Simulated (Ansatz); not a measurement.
Nb (bcc, W type)

```xyz
1
Lattice="-1.6548 1.6548 1.6548 1.6548 -1.6548 1.6548 1.6548 1.6548 -1.6548" Properties=species:S:1:pos:R:3 pbc="T T T"
Nb     0.0000     0.0000     0.0000
```

Equation-of-state scan: isotropic scaling of the cell above, V₀ being its volume. Symmetry pins the atoms to their sites.

Method: PBE (plane waves to 420 eV, PAW, scalar-relativistic; Ansatz, a first-principles code). k mesh 20×20×20 (Γ-centred), Fermi-Dirac smearing 0.05 eV. Energies are smeared free energies. Stress and pressure are positive under compression. Nb is run without spin polarisation. Nb was relaxed with its symmetry unable to fall. The PAW data are Ansatz's earlier set. The zero of ΔE is the relaxed starting cell. The last digit holds for this mesh only.

| V (Å³/atom) | ΔE (meV/atom) |
|---|---|
| 16.313 | 113.7 |
| 16.615 | 76.6 |
| 16.917 | 47.7 |
| 17.219 | 26.1 |
| 17.521 | 11.3 |
| 17.823 | 2.7 |
| 18.125 | 0.0 |
| 18.427 | 2.6 |
| 18.729 | withheld |
| 19.031 | 22.2 |
| 19.334 | 38.5 |
| 19.636 | 58.7 |
| 19.938 | 82.4 |

### Question
Fit a third-order Birch-Murnaghan form (E₀, V₀, B₀, B₀′ free) to the given rows and predict ΔE at V = 18.729.

### Answer
Least squares on the 12 given rows: ΔE = E₀ + (9V₀B₀/16)·y²·[2 + (B₀′ − 4)y], y = (V₀/V)^(2/3) − 1, with V₀ = 18.125 Å³/atom, B₀ = 169.9 GPa (160.2 GPa = 1 eV/Å³; the term in eV is multiplied by 1000), B₀′ = 3.82, E₀ = 0.00 meV/atom; root-mean-square residual 0.03 meV/atom. At 18.729 the fit gives 10.1 meV/atom; the calculation gives 10.1 meV/atom, the same to the digits shown. For the pressure the fit gives -5.2 GPa against the computed -5.2 GPa.

(Under strain, the slope of the energy per volume gives the stress and its curvature an elastic modulus.)
